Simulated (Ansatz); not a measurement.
Problem. Name crystals whose computed values (PBE (plane waves, PAW; program Ansatz)) fall in these windows: electron conductivity mass (mₑ) 0.31 to 0.43; B₀ by P(V) fit (GPa) 26 to 33.

Solution. 

```json
[
 {"crystal": "BaTe, rock salt", "electron conductivity mass (mₑ)": "0.38", "B₀ by P(V) fit (GPa)": "28.6"}
]
```
Others may fit too.

The cell was relaxed under the symmetry of its start. Spin–orbit coupling is left out wherever it is not named.

Potentials: the later of the program's two PAW sets.
